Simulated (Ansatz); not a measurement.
Input deck for Ansatz 0.2.0, then the block of the output on the nuclei.

The cell is a COD entry, relaxed with PBE at fixed cell and then changed (z compressed by 2 %, ions relaxed).

```yaml
crystal:
  lattice:
    - [5.732, 0.0, 0.0]
    - [0.0, 3.701, 0.0]
    - [0.0, 0.0, 5.96624]
  atoms:
    - { symbol: Ge, position: [0.8167721145, 0.75, 0.5878914363] }
    - { symbol: Ge, position: [0.1832278855, 0.25, 0.4121085637] }
    - { symbol: Ge, position: [0.6832278855, 0.25, 0.0878914363] }
    - { symbol: Ge, position: [0.3167721145, 0.75, 0.9121085637] }
    - { symbol: Pt, position: [0.998067132, 0.75, 0.1902280655] }
    - { symbol: Pt, position: [0.001932868, 0.25, 0.8097719345] }
    - { symbol: Pt, position: [0.501932868, 0.25, 0.6902280655] }
    - { symbol: Pt, position: [0.498067132, 0.75, 0.3097719345] }
kpoints:
  mp_grid: { grid: [8, 13, 8] }
scf:
  occupations: { method: fermi_dirac, width: 0.05 }
hamiltonian:
  xc: pbe
  pseudopotentials: { kind: paw }
output:
  forces: true
  stress: true
  populations: true
  efg: { quadrupole_moments_barn: { Ge: -0.196 }, contact_densities: true }
  write_density: true
  write_potential: true
  elf: true
  volumetric_format: npy
relax:
  f_tol: 0.02
  max_steps: 60
```

```sh
ansatz run input.yaml --threads 1 --pin off --max-ram 3072MiB --backend cpu --events-out ev --progress --plain --runs-dir out
```

The run relaxes the ions first, and the block belongs to the relaxed positions.

Of the output, the block on the nuclei alone is shown; the set-up, the SCF iterations, energies, forces and stress are cut. One atom of each set with nearly equal values is shown.

```
--- PAW observables at the nuclei: V_zz in 10²¹ V/m², potentials from the cell's mean, atoms counted from 1 ---
  atom   1  Ge V_zz =    +6.321457   η = 0.9860   by run symmetry: allowed   C_q = -29.9590 MHz
            electrostatic potential = -4333.118519 V   contact ρ = 210252.235130 e/Å³
  atom   5  Pt V_zz =    -4.392246   η = 0.8189   by run symmetry: allowed
            electrostatic potential = -16121.791716 V   contact ρ = 12084503.996472 e/Å³
```

The relaxation (3 steps) took 2.6 min of wall time (2.5 min of CPU time) and 1.6 GiB at its peak, on 1 thread of Intel Xeon 6975P-C (Granite Rapids) (x86_64; 16 cores open to the job, memory cap 3.0 GiB, no GPU), a shared host with a load of 0.5 a core.

With no gap above 0.1 eV, as in a metal, the gradients converge slowly in k; expect changes of a tenth or more on a denser mesh. Spin–orbit coupling is left out, which shifts gradients on Pt by a few per cent in wide-gap crystals, and can shift them far more where the calculated gap is small or absent, as here. At this changed cell the PBE pressure is 11 GPa.
